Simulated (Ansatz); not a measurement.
Relaxed Rh (fcc, Cu type):

```yaml
crystal:
  lattice:
    - [0.00000, 3.83026, 3.83026]
    - [1.91513, 1.91513, 3.83026]
    - [1.91513, 1.91513, 0.00000]
  atoms:
    - { symbol: Rh, position: [0.00000, 0.00000, 0.00000] }
    - { symbol: Rh, position: [0.50000, 0.00000, 0.00000] }
```

The atoms are displaced by Q × the pattern below (from a DFPT mode at X = (0.5, 0.5, 0.0), largest move 1; Q in Å), at fixed cell. It is one choice among 2 degenerate patterns. (q is in reciprocal vectors of the primitive cell; the cell shown is doubled to hold the pattern.)

```tsv
atom	x	y	z
Rh1	0.000	1.000	0.000
Rh2	0.000	-1.000	0.000
```

The numbers are results of PBE (plane waves to 420 eV, PAW, scalar-relativistic; Ansatz, an electronic-structure program), not measurements. k mesh 21×21×21 (Γ-centred), Fermi-Dirac smearing 0.05 eV. Energies are smeared free energies. With partly filled bands, energies and forces of such displacements shift with the k mesh and the smearing. Rh is run without spin polarisation. Rh was relaxed with its symmetry unable to fall. The PAW data are Ansatz's earlier set. ΔE is measured from the undisplaced structure.

Successive frames, forces in eV/Å:

```tsv
frame	ΔE (meV/cell)	F on Rh1	F on Rh2
Q = 0.233 Å	690	(0.000, -2.993, 0.000)	(0.000, 2.993, 0.000)
Q = 0.187 Å	438	(0.000, -2.406, 0.000)	(0.000, 2.406, 0.000)
Q = 0.140 Å	243	(0.000, -1.768, 0.000)	(0.000, 1.768, 0.000)
Q = 0.093 Å	107	(0.000, -1.154, 0.000)	(0.000, 1.154, 0.000)
```

### Question
What are the energy and the forces in the next frame, Q = 0.047 Å?

### Answer
ΔE (meV/cell) = 26.

| atom | Fx | Fy | Fz |
|---|---|---|---|
| Rh1 | 0.000 | -0.569 | 0.000 |
| Rh2 | 0.000 | 0.569 | 0.000 |

(A displaced cell: forces are minus the slopes of the energy, force constants its curvatures, and phonons follow from these.)
